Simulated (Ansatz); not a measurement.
CrC (rock salt, space group No. 225), the program Ansatz at the PBEsol level (PAW), all energies at zero smearing, with the estimated change up to a 700 eV cutoff added, with one set of potentials and settings (totals compare only within such a set). Cell of 2 atoms (1 Cr, 1 C): -3595.730 eV.

```csv
element,reference phase,E (eV/atom)
Cr,"Im-3m, 1 atoms in the cell",-3349.1978
C,"P6_3/mmc, 4 atoms in the cell",-246.6950
```

Formation energy per atom, worked out: (-3595.730 − 1×(-3349.1978) − 1×(-246.6950))/2 = 0.082 eV/atom (8 kJ per mol of atoms), at 0 K, without zero-point energy or fitted corrections.

Space group Fm-3m (rock salt). The workflow started from a Materials Project entry (that database holds measured and hypothetical structures alike); the Crystallography Open Database copy checked does not list it. Its standing as an ambient phase is unchecked. Symmetry was held in the PBEsol relaxation; whether a distortion lowers the energy is not shown. Spin order of the final state: ferromagnetic, chosen from 3 collinear starts compared on coarse meshes (ties went to the first, and starts can fall back to one state), not a proven ground state. The references are the lowest solids computed at this level, not always the standard phases.

Potentials: the later of the program's two PAW sets.
